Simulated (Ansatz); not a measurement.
LaSe:
```
LaSe
1.0
    0.00000     3.00947     3.00947
    3.00947     0.00000     3.00947
    3.00947     3.00947     0.00000
Se La
1 1
Direct
  0.50000   0.50000   0.50000
  0.00000   0.00000   0.00000
```

Relaxed with PBEsol. Special points in fractions of this cell's reciprocal vectors: Γ (0.000, 0.000, 0.000); X (0.500, 0.000, 0.500); U (0.625, 0.250, 0.625); K (0.375, 0.375, 0.750); L (0.500, 0.500, 0.500); W (0.500, 0.250, 0.750).

Task: List the band energies nearest the Fermi level at these points for plane-wave PAW PBEsol (Ansatz code).

Result: In eV from the Fermi level; about four levels below and three above (degenerate sets whole), none deeper than 8.9 eV; points with the same levels are listed once.

```
k                    below                above
-  -----------------------  -------------------
Γ        -2.92 -2.92 -2.92       0.09 0.09 0.09
X  -3.67 -3.09 -3.09 -1.85  1.52 1.52 1.63 1.63
U  -4.33 -3.81 -3.73 -0.49       1.33 1.43 1.58
L        -5.69 -4.51 -4.51       0.98 1.37 1.37
W        -4.53 -3.68 -3.68  0.45 0.45 1.58 1.58
```

Space group Fm-3m (rock salt). The workflow started from an entry of the Crystallography Open Database (COD). Its standing as an ambient phase is unchecked. The cell was relaxed with PBEsol under the symmetry of its start; whether a distortion lowers the energy is not shown. With an odd number of electrons in the cell and no spin polarisation, the count alone makes it a metal. Scalar-relativistic: spin–orbit coupling is off unless named, which matters more the heavier the elements.

Potentials: the later of the program's two PAW sets.
